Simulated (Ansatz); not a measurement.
TaAlB:
```xyz
6
Lattice="1.6598 -7.2824 0.0000 1.6598 7.2824 0.0000 0.0000 0.0000 3.0882" Properties=species:S:1:pos:R:3 pbc="T T T"
Al     1.6598    -2.9304     0.7720
Al     1.6598     2.9304     2.3161
B      1.6598     0.4533     2.3161
B      1.6598    -0.4533     0.7720
Ta     1.6598     5.9857     2.3161
Ta     1.6598    -5.9857     0.7720
```

Relaxed with r²SCAN.

Problem. Map the valence electron density (e/Å³), cut off at 0.7 on the plane through (0.701, 0.299, 0.250) spanned by u = [0, 0, 1] and v = [1, -1, 0] in lattice vectors, from r²SCAN (plane waves, PAW; program Ansatz).

Solution. x is the fraction of u, y of v (the angle between them is 90°; rows are the nearest grid lines); atoms in the plane: Al at (0.00, 0.00), Al at (0.50, 0.60), B at (0.50, 0.77), B at (0.00, 0.83), Ta at (0.50, 0.39), Ta at (0.00, 0.21).
```
|00012222222221000|
|22222222222222222|
|33332222222223333|
|77654333233345677|
|46999876667899964|
|77789996469998777|
|44557898789875544|
|22233344444333222|
|22222222222222222|
|22222100000122222|
|11222100000122211|
|11122233333222111|
|22222233333222222|
|33359999999995333|
|33499999999999433|
|33359999999995333|
|33333333333333333|
|99999533333599999|
|99999843334899999|
|99999533333599999|
|33332222222223333|
|33322211111222333|
|22222211111222222|
|00012222222221000|
```
Scale: ten equal steps from 0.048 (start of '0') to 0.700 (end of '9'), in the order '0123456789'; x runs from 0.000 to 1.00, y from 0.000 (bottom) to 1.00 (top).

The density is the valence pseudo-density with augmentation charge, so density and ELF within about 1 Å of a nucleus are not all-electron values.

Space group Cmcm. The start of the workflow was typed in or built on a structure type; neither database checked (COD, Materials Project) lists it. Its standing as an ambient phase is unchecked. The r²SCAN relaxation kept the symmetry of its start; whether a distortion lowers the energy is not shown. The run is not spin-polarised. Scalar-relativistic: spin–orbit coupling is off unless named, which matters more the heavier the elements.

Potentials: the earlier of the program's two PAW sets. The files were generated under PBE; for other functionals the program regenerates the frozen cores, and for LDA and PBEsol the local potential too.
